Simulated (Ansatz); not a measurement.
# Ti3Al4Ni: computed properties

Computed with DFT PBE, scalar-relativistic, plane waves, PAW in Ansatz.

Cutoff 420 eV; k points 14×14×4 on the computed 8-atom cell (Γ-centred); Gaussian smearing, width 0.10 eV; no spin polarisation.

The structure is relaxed at this level of theory with its symmetry kept, and needn't be the ground state of this composition.

Space group P4/mmm (No. 123). a = 2.836 Å, b = 2.836 Å, c = 15.101 Å, α = 90.00°, β = 90.00°, γ = 90.00°
```json
{"atom": "Ti", "site": "2g", "symmetry": "4mm", "x": "0.0000", "y": "0.0000", "z": "0.7692"}
{"atom": "Ti", "site": "1b", "symmetry": "4/mmm", "x": "0.0000", "y": "0.0000", "z": "0.5000"}
{"atom": "Al", "site": "2h", "symmetry": "4mm", "x": "0.5000", "y": "0.5000", "z": "0.9016"}
{"atom": "Al", "site": "2h", "symmetry": "4mm", "x": "0.5000", "y": "0.5000", "z": "0.3653"}
{"atom": "Ni", "site": "1a", "symmetry": "4/mmm", "x": "0.0000", "y": "0.0000", "z": "0.0000"}
```

```json
{
 "Space group": "P4/mmm (No. 123)",
 "Volume per atom": "15.19 Å³",
 "Formation energy from the elements' standard states (uncorrected)": "-0.475 eV/atom",
 "Kohn–Sham band gap": "none (metal)",
 "Density of states at the Fermi level": "6.6 states/eV per cell",
 "Orbital (Löwdin) character within 0.5 eV of the Fermi level": "Ti 3d 71 %, Al 3p 14 %, Ni 3d 8 %",
 "Bader charge by site (e)": "Ti (2 in the cell) 0.67, Ti (1 in the cell) 0.67, Al (2 in the cell) 0.58, Al (2 in the cell) -0.67, Ni (1 in the cell) -1.83"
}
```

A magnetic start lost its moments in a first run, so spin was left out; other magnetic orders weren't tried.

The cell was found from a structure generator's guess, not taken from experiment. Löwdin shares on free-atom orbitals overweight diffuse shells.
